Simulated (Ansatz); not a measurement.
Pd (fcc (Cu type)), relaxed with r²SCAN (Ansatz, a program for electronic structure, plane waves, PAW): a = b = c = 3.910 Å, α = β = γ = 90.00°.

Problem. The same phase is relaxed and computed with PBE+D3(BJ) in the same code. What is the cell now?

Solution. a = b = c = 3.8894 Å, α = β = γ = 90.00°.

All cells were relaxed under the symmetry of their starts (and spin orders); stability against distortions was not tested throughout. Rows with no word on spin ran without spin polarisation. Spin–orbit coupling is left out wherever it is not named.

Potentials: the earlier of the program's two PAW sets.

Ansatz is a plane-wave DFT program.
